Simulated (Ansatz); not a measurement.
Input:

Nb3Sn:
```cif
data_Nb6Sn2
_chemical_formula_sum 'Nb6 Sn2'
_space_group_name_H-M_alt 'P 1'
_space_group_IT_number 1
_cell_length_a 5.25860
_cell_length_b 5.25860
_cell_length_c 5.25860
_cell_angle_alpha 90.000
_cell_angle_beta 90.000
_cell_angle_gamma 90.000
loop_
_space_group_symop_operation_xyz
  'x, y, z'
loop_
_atom_site_label
_atom_site_type_symbol
_atom_site_fract_x
_atom_site_fract_y
_atom_site_fract_z
_atom_site_occupancy
Nb1 Nb 0.25000 0.00000 0.50000 1
Nb2 Nb 0.75000 0.00000 0.50000 1
Nb3 Nb 0.50000 0.75000 0.00000 1
Nb4 Nb 0.50000 0.25000 0.00000 1
Nb5 Nb 0.00000 0.50000 0.75000 1
Nb6 Nb 0.00000 0.50000 0.25000 1
Sn1 Sn 0.00000 0.00000 0.00000 1
Sn2 Sn 0.50000 0.50000 0.50000 1
```

This is the PBEsol-relaxed structure.

Q: All from PBEsol in the plane-wave PAW code Ansatz, unless another level is named. Give the Poisson's ratio.

A: 0.38.

Q: Give the highest zone-centre frequency.

A: 209 cm⁻¹.

Space group Pm-3n (A15 (Cr3Si type)). The PBEsol relaxation kept the symmetry of its start; of distortions, only those at the zone centre were tested. The run is not spin-polarised. As this level gives no gap, phonon frequencies hold no LO–TO term and depend on the k-mesh and smearing (Fermi–Dirac, 0.1 eV here). Spin–orbit coupling is left out wherever it is not named.

Potentials: the later of the program's two PAW sets.
